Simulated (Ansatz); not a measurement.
# ZrTlAsS5: reading a single point

```
CELL_PARAMETERS angstrom
6.34416 0.00000 0.00000
-0.24102 7.16725 0.00000
-1.21889 -2.60991 8.71646
ATOMIC_POSITIONS crystal
Tl 0.27458 0.31594 0.54710
Tl 0.72542 0.68406 0.45290
Zr 0.50220 0.27620 0.00090
Zr 0.49780 0.72380 0.99910
As 0.72300 0.10320 0.27150
As 0.27700 0.89680 0.72850
S 0.39710 0.06090 0.17520
S 0.60290 0.93910 0.82480
S 0.33300 0.54280 0.13370
S 0.66700 0.45720 0.86630
S 0.84510 0.30810 0.17590
S 0.15490 0.69190 0.82410
S 0.15790 0.16550 0.82910
S 0.84210 0.83450 0.17090
S 0.77320 0.18500 0.50290
S 0.22680 0.81500 0.49710
```

Method: r2SCAN, no spin polarisation; PAW, plane waves to 500 eV, 3×3×2 Γ-centred mesh, methfessel-paxton occupations (width 0.022 eV) (Ansatz 0.2.0), atoms fixed.

(1) What is the formation energy?

(2) What is the character of the valence top and the conduction bottom?

(3) Is the cell too large or too small?

(4) What is the band gap?

Origin: a known structure type with other elements, at an estimated volume, so it need not be a known compound. Caveats: an odd or shifted mesh can miss the band edges, so this level's true gap may be smaller; no spin-orbit coupling, which can shift this gap by tenths of an eV; atoms or cell far from equilibrium.

## Answers

(1) -0.71 eV an atom against the elements' usual phases (free molecules for gases, crystals otherwise, with no correction for O₂ or N₂), so it is bound against them; other compounds may still compete. Relaxing would lower it.

(2) Within 0.7 eV of the edges, the states project mainly on S p (89 %) below the gap and on Zr d (59 %) and S p (23 %) above it.

(3) The pressure is 9.5 GPa (compression positive), so with the atoms held at these fractions the cell would first expand; the forces are large, so a full relaxation may end otherwise. The principal stresses 8.2, 9.9, 10.2 GPa differ, so its shape would change too.

(4) The gap on the k mesh is 2.11 eV; the mesh may miss the band edges, so the true gap of this level can be smaller.
